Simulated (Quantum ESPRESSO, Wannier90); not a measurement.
**Wannierisation of Mg(AlC)$_{2}$ (P-3m1)**

```xyz
5
Lattice="3.3906 0.0000 0.0000 -1.6953 2.9364 0.0000 0.0000 0.0000 5.8237" Properties=species:S:1:pos:R:3 pbc="T T T"
Mg     0.0000     0.0000     0.0000
Al    -1.6953     0.9788     2.0384
Al     1.6953    -0.9788    -2.0384
C      1.6953    -0.9788     1.5729
C     -1.6953     0.9788    -1.5729
```

Materials Project entry mp-9514; symmetrised, unrelaxed at this level. Not found in the COD (Crystallography Open Database) copy used; not checked further. Level: PBEsol, no spin polarisation, no spin-orbit coupling; pw.x of Quantum ESPRESSO at 68 Ry with PseudoDojo potentials, 6×6×4 k-points, Wannier90. Density: 12×12×6 mesh, cold smearing 0.01 Ry.

Bands 5-12 form an isolated set from -13.21 to 0.00 eV relative to the valence-band maximum (on the path) and are turned into 8 Wannier functions by minimising the spread from the start: sp3 on C.

Centres (Cartesian, Å; one of the equivalent choices) and spreads:

| n | x | y | z | spread (Å²) | nearest atom |
|---|---|---|---|---|---|
| 1 | 1.695 | -0.979 | 2.160 | 1.705 | C4 |
| 2 | 2.180 | -1.259 | 1.453 | 1.479 | C4 |
| 3 | 1.695 | -0.419 | 1.453 | 1.479 | C4 |
| 4 | 1.211 | -1.259 | 1.453 | 1.479 | C4 |
| 5 | -1.211 | 1.259 | -1.453 | 1.479 | C5 |
| 6 | -1.695 | 0.979 | -2.160 | 1.705 | C5 |
| 7 | -2.180 | 1.259 | -1.453 | 1.479 | C5 |
| 8 | -1.695 | 0.419 | -1.453 | 1.479 | C5 |

Ω_I = 10.19 Å², Ω_total = 12.29 Å²; the interpolated bands follow pw.x to 9.5 meV rms on the path. It is the lowest total spread that any start reached here.
